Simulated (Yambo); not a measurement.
Yambo run on RbBr (CsCl type, space group Pm-3m, No. 221). The wavefunctions are norm-conserving PBEsol (Quantum ESPRESSO, 46 Ry, with spin-orbit coupling) ones on a 4×4×4 mesh (16 occupied bands); a = 4.072 Å, b = 4.072 Å, c = 4.072 Å, α = 90.00°, β = 90.00°, γ = 90.00°.

Yambo input:

```
gw0
dyson
el_el_corr
HF_and_locXC
ppa
em1d
EXXRLvcs= 46 Ry
VXCRLvcs= 184 Ry
Chimod= "HARTREE"
% BndsRnXp
 1 | 250 |
%
NGsBlkXp= 8 Ry
% LongDrXp
 1.0 | 1.0 | 1.0 |
%
PPAPntXp= 27.2114 eV
% GbndRnge
 1 | 250 |
%
GTermKind= "BG"
DysSolver= "n"
ExtendOut
% QPkrange
 1 | 1 | 16 | 17 |
 6 | 6 | 16 | 16 |
%
```

k points by index: 1 = Γ, 6 = M.

Resulting energies as the program prints them:

```
#    K-point    Band    Eo [eV]    E [eV]    E-Eo [eV]    Vxc [eV]    Vnlxc [eV]    Sc|Eo [eV]    Sc|E [eV]    dSc/dw|Eo [eV]    Re(Z)    Im(Z)
#
    1    16    -0.018106    -1.521574    -1.503468    -12.68743    -16.10923    1.589635    1.918324    -5.948475    0.820610    -0.001388
    1    17    4.005672    4.831977    0.826305    -7.810027    -3.700377    -3.156445    -3.283345    -4.178543    0.866882    -0.910223E-3
    6    16    0.000000    -1.484915    -1.484915    -12.76472    -16.20462    1.628464    1.954983    -5.983037    0.819755    -0.001390
```
(The two width columns are left out.) Convergence of these settings isn't established.

Geometry relaxed with PBEsol.

This is not the ordinary phase of the substance; no match was found in the copy of COD used, and its stability was not checked.
